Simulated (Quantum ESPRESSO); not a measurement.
# CaMg2ZnO4: input and log of a self-consistent run

Computed values, not a measurement. The program is pw.x of Quantum ESPRESSO 7.5 (plane-wave density functional theory). The cell is made up: 8 atoms on a rocksalt lattice, with randomly drawn elements, strain and displacements, not relaxed. PseudoDojo standard norm-conserving files (v0.5 for PBE, v0.4.1 for LDA and PBEsol) set the functional; there is no spin polarisation, spin-orbit coupling or dispersion term, and the masses in the input are unused placeholders.

Input:

```
&control calculation='scf', pseudo_dir='./dojo.nc.sr.pbe.v0_5.standard.upf', outdir='./o', disk_io='medium', tprnfor=.true., tstress=.true. /
&system ibrav=0, nat=8, ntyp=4, nbnd=43, ecutwfc=105.61755193, nosym=.true., tot_charge=0,
 occupations='smearing', smearing='fd', degauss=0.0018374661
/
&electrons conv_thr=7.350e-09, electron_maxstep=60, /
ATOMIC_SPECIES
Ca 1.0 Ca.upf
Mg 1.0 Mg.upf
O 1.0 O.upf
Zn 1.0 Zn.upf
CELL_PARAMETERS angstrom
4.2999 -0.0029 -0.0734
-0.0029 4.2978 -0.0365
-0.0734 -0.0365 4.4181
ATOMIC_POSITIONS angstrom
Ca 0.0208 -0.0465 0.0205
Mg 0.003 2.072 2.1839
Mg 2.1833 -0.0462 2.1874
Zn 2.1084 2.1684 -0.0559
O 2.1627 0.0509 0.0801
O 2.1077 2.1022 2.1847
O 4.2703 -0.0239 2.1793
O 4.3227 2.112 -0.0684
K_POINTS automatic
6 6 6 1 1 1
```

The log is shortened where brackets say so; the opening notice, blank lines, dates and the lines on written files are dropped, and the path of the files is cut. It prints rydbergs, bohrs and kilobars, and counts compression as positive stress.

```
     Program PWSCF v.7.5
     Parallel version (MPI & OpenMP), running on       1 processor cores
     Number of MPI processes:                 1
     Threads/MPI process:                     1
     [start-up lines left out]
     bravais-lattice index     =            0
     lattice parameter (alat)  =       8.1268  a.u.
     unit-cell volume          =     550.7858 (a.u.)^3
     number of atoms/cell      =            8
     number of atomic types    =            4
     number of electrons       =        74.00
     number of Kohn-Sham states=           43
     kinetic-energy cutoff     =     105.6176  Ry
     charge density cutoff     =     422.4702  Ry
     scf convergence threshold =      7.3E-09
     mixing beta               =       0.7000
     number of iterations used =            8  plain     mixing
     Exchange-correlation= PBE
                           (   1   4   3   4   0   0   0)
     [axes and pseudopotential details left out]
   Cartesian axes
     site n.     atom                  positions (alat units)
         1        Ca     tau(   1) = (   0.0048366  -0.0108126   0.0047669  )
         2        Mg     tau(   2) = (   0.0006976   0.4818014   0.5078214  )
         3        Mg     tau(   3) = (   0.5076819  -0.0107429   0.5086353  )
         4        Zn     tau(   4) = (   0.4902654   0.5042172  -0.0129984  )
         5        O      tau(   5) = (   0.5028918   0.0118358   0.0186256  )
         6        O      tau(   6) = (   0.4901027   0.4888238   0.5080075  )
         7        O      tau(   7) = (   0.9929712  -0.0055575   0.5067518  )
         8        O      tau(   8) = (   1.0051558   0.4911026  -0.0159050  )
     number of k points=   108  Fermi-Dirac smearing, width (Ry)=  0.0018
     Number of k-points >= 100: set verbosity='high' to print them.
     Dense  grid:    80839 G-vectors     FFT dimensions: (  54,  54,  60)
     Estimated max dynamical RAM per process >     109.17 MB
     Initial potential from superposition of free atoms
     starting charge      73.9933, renormalised to      74.0000
     Starting wfcs are   41 randomized atomic wfcs +    2 random wfcs
     total cpu time spent up to now is       18.5 secs
     per-process dynamical memory:    63.9 Mb
     Self-consistent Calculation
     iteration #  1     ecut=   105.62 Ry     beta= 0.70
     Davidson diagonalization with overlap
     ethr =  1.00E-02,  avg # of iterations =  6.3
     total cpu time spent up to now is       64.7 secs
     total energy              =    -865.19718075 Ry
     estimated scf accuracy    <       1.87987967 Ry
     iteration #  2     ecut=   105.62 Ry     beta= 0.70
     Davidson diagonalization with overlap
     ethr =  2.54E-03,  avg # of iterations =  3.7
     total cpu time spent up to now is      111.5 secs
     total energy              =    -865.62267571 Ry
     estimated scf accuracy    <       2.29220652 Ry
     iteration #  3     ecut=   105.62 Ry     beta= 0.70
     Davidson diagonalization with overlap
     ethr =  2.54E-03,  avg # of iterations =  2.6
     total cpu time spent up to now is      149.1 secs
     total energy              =    -866.06121500 Ry
     estimated scf accuracy    <       0.01955125 Ry
     iteration #  4     ecut=   105.62 Ry     beta= 0.70
     Davidson diagonalization with overlap
     ethr =  2.64E-05,  avg # of iterations =  6.8
     total cpu time spent up to now is      209.6 secs
     total energy              =    -866.07210834 Ry
     estimated scf accuracy    <       0.02465032 Ry
     iteration #  5     ecut=   105.62 Ry     beta= 0.70
     Davidson diagonalization with overlap
     ethr =  2.64E-05,  avg # of iterations =  2.2
     total cpu time spent up to now is      247.5 secs
     total energy              =    -866.07547533 Ry
     estimated scf accuracy    <       0.00237399 Ry
     iteration #  6     ecut=   105.62 Ry     beta= 0.70
     Davidson diagonalization with overlap
     ethr =  3.21E-06,  avg # of iterations =  4.1
     total cpu time spent up to now is      289.1 secs
     total energy              =    -866.07599943 Ry
     estimated scf accuracy    <       0.00006933 Ry
     iteration #  7     ecut=   105.62 Ry     beta= 0.70
     Davidson diagonalization with overlap
     ethr =  9.37E-08,  avg # of iterations =  4.1
     total cpu time spent up to now is      332.2 secs
     total energy              =    -866.07600868 Ry
     estimated scf accuracy    <       0.00002927 Ry
     iteration #  8     ecut=   105.62 Ry     beta= 0.70
     Davidson diagonalization with overlap
     ethr =  3.96E-08,  avg # of iterations =  2.0
     total cpu time spent up to now is      371.1 secs
     total energy              =    -866.07601351 Ry
     estimated scf accuracy    <       0.00000075 Ry
     iteration #  9     ecut=   105.62 Ry     beta= 0.70
     Davidson diagonalization with overlap
     ethr =  1.02E-09,  avg # of iterations =  4.3
     total cpu time spent up to now is      419.8 secs
     total energy              =    -866.07601389 Ry
     estimated scf accuracy    <       0.00000035 Ry
     iteration # 10     ecut=   105.62 Ry     beta= 0.70
     Davidson diagonalization with overlap
     ethr =  4.74E-10,  avg # of iterations =  2.0
     total cpu time spent up to now is      461.7 secs
     total energy              =    -866.07601391 Ry
     estimated scf accuracy    <       0.00000008 Ry
     iteration # 11     ecut=   105.62 Ry     beta= 0.70
     Davidson diagonalization with overlap
     ethr =  1.06E-10,  avg # of iterations =  3.2
     total cpu time spent up to now is      502.4 secs
     End of self-consistent calculation
     [lines on levels left out]
!    total energy              =    -866.07601392 Ry
     estimated scf accuracy    <          4.6E-09 Ry
     smearing contrib. (-TS)   =       0.00000000 Ry
     internal energy E=F+TS    =    -866.07601392 Ry
     The total energy is F=E-TS. E is the sum of the following terms:
     one-electron contribution =    -478.57616680 Ry
     hartree contribution      =     268.50507244 Ry
     xc contribution           =    -125.84087361 Ry
     ewald contribution        =    -530.16404595 Ry
     convergence has been achieved in  11 iterations
     Forces acting on atoms (cartesian axes, Ry/au):
     atom    1 type  1   force =    -0.00638654    0.00965878    0.00527956
     atom    2 type  2   force =    -0.00792577    0.00718710    0.00487314
     atom    3 type  2   force =    -0.01481817    0.00550541    0.00131829
     atom    4 type  4   force =     0.01303194   -0.00823833    0.00309988
     atom    5 type  3   force =     0.00684438   -0.01546756   -0.01329743
     atom    6 type  3   force =     0.00938310    0.00990431    0.00624014
     atom    7 type  3   force =     0.00573491   -0.01073364   -0.00796232
     atom    8 type  3   force =    -0.00586385    0.00218392    0.00044874
     Total force =     0.041689     Total SCF correction =     0.000066
     Computing stress (Cartesian axis) and pressure
          total   stress  (Ry/bohr**3)                   (kbar)     P=      129.64
   0.00099790  -0.00000141   0.00022979          146.80       -0.21       33.80
  -0.00000141   0.00099350   0.00011078           -0.21      146.15       16.30
   0.00022979   0.00011078   0.00065247           33.80       16.30       95.98
     init_run     :     13.51s CPU     18.44s WALL (       1 calls)
     electrons    :    445.64s CPU    483.90s WALL (       1 calls)
     forces       :      8.54s CPU      8.95s WALL (       1 calls)
     stress       :     33.26s CPU     34.22s WALL (       1 calls)
     [timing details left out]
     PWSCF        :   8m21.26s CPU   9m 6.29s WALL
     JOB DONE.
```

In other units: free energy -11783.564 eV for the cell, pressure 12.96 GPa, largest force component 0.398 eV/Å. This run is the check on a run of the same cell at 1143 eV and a 4 x 4 x 4 mesh: rerunning at 1437 eV and a 6 x 6 x 6 mesh moved values by no more than 0.002 eV in energy, 0.05 GPa in stress and 0.005 eV/Å in force.